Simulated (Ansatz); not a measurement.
Each is relaxed and computed with plane-wave PAW PBE (Ansatz code). Which is the only metal?
A) HfGe, I4_1md (Hf on 4a, Ge on 4a)
B) HfS2, CdI2 type
C) SiGe, Pmma (Si on 2e, Si on 2f, Ge on 2e, Ge on 2f)
D) HfO2, P4_2/nmc (Hf on 2a, O on 4d)

A, HfGe, I4_1md (Hf on 4a, Ge on 4a). HfGe: metal; HfO2: gap 4.67 eV (indirect); HfS2: gap 1.25 eV (indirect); SiGe: gap 0.37 eV (indirect). Constructed cells (a structure type filled with these elements, in neither database checked): HfGe, I4_1md (Hf on 4a, Ge on 4a). Typed or built starts, not in the databases checked: SiGe, Pmma (Si on 2e, Si on 2f, Ge on 2e, Ge on 2f). Not the usual ambient phase: HfO2, P4_2/nmc (Hf on 2a, O on 4d). Relaxed far from the usual cell of the phase: HfS2, CdI2 type. Weakly bound layers, chains or molecules computed without a dispersion correction, so cells and soft constants are ill determined: HfS2, CdI2 type. All cells were relaxed under the symmetry of their starts (and spin orders); stability against distortions was not tested throughout. Rows with no word on spin ran without spin polarisation. Scalar-relativistic: spin–orbit coupling is off unless named, which matters more the heavier the elements.

Potentials: the later of the program's two PAW sets.
